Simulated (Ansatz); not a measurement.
# CdHgP: rattling a relaxed structure

It was reached by relaxing an invented guess, and it needn't be the stable form of this composition.

Theory: Ansatz, DFT PBE, scalar-relativistic, plane waves, PAW. Cutoff 420 eV; k points 8×8×6 on the computed 6-atom cell (Γ-centred); Gaussian smearing, width 0.10 eV; no spin polarisation.

The cell below (6 atoms, space group P4_2/mmc (No. 131)) is relaxed within its symmetry.

```
Cd Hg P
1.0
     5.00679    0.00000    0.00000
     0.00000    5.00679    0.00000
     0.00000    0.00000    6.16204
Cd Hg P
2 2 2
Direct
  0.00000 0.00000 0.75000
  0.00000 0.00000 0.25000
  0.50000 0.50000 0.00000
  0.50000 0.50000 0.50000
  0.50000 0.00000 0.50000
  0.00000 0.50000 0.00000
```

For the test a repeat of it with 12 atoms (edges 5.01, 6.16, 10.01 Å) was strained at random (σ = 1.5 % a component), the atoms were moved at random (σ = 0.15 Å), and all was relaxed again on a coarse 4×4×2 mesh (in the run’s order of axes) with 0.20 eV smearing, with no symmetry imposed.

Spin–orbit coupling, which can matter for Hg, is left out.

**Question.** Is the structure stable against such a distortion?

**Answer.** It doesn't return. The energy falls by 19 meV/atom on that mesh, the volume changes by -1.8 %, and the end has space group P4_2mc (No. 105) at a loose tolerance. Relaxed again on an 8×8×6 mesh with 0.10 eV smearing, the new structure lies 10 meV/atom below the first (mesh in the axes of the run's cell; the cell below is made exact in the group named). Space group P4_2mc (No. 105), tetragonal, a = 4.964 Å, c = 6.087 Å. Cd is surrounded by 4 P at 2.89–2.93 Å and 2 Cd at 3.04 Å; Hg is surrounded by 2 P at 2.56 Å; around P lie 2 Hg at 2.56 Å and 4 Cd at 2.89–2.93 Å.

```cif
data_structure
_symmetry_space_group_name_H-M 'P4_2mc'
_symmetry_Int_Tables_number 105
_cell_length_a 4.9636
_cell_length_b 4.9636
_cell_length_c 6.0866
_cell_angle_alpha 90.000
_cell_angle_beta 90.000
_cell_angle_gamma 90.000
_cell_volume 149.96
loop_
_atom_site_label
_atom_site_type_symbol
_atom_site_symmetry_multiplicity
_atom_site_Wyckoff_symbol
_atom_site_fract_x
_atom_site_fract_y
_atom_site_fract_z
_atom_site_occupancy
Cd1 Cd 2 a 0.00000 0.00000 0.22117 1
Hg1 Hg 2 b 0.50000 0.50000 0.06470 1
P1 P 2 c 0.50000 0.00000 0.46414 1
```
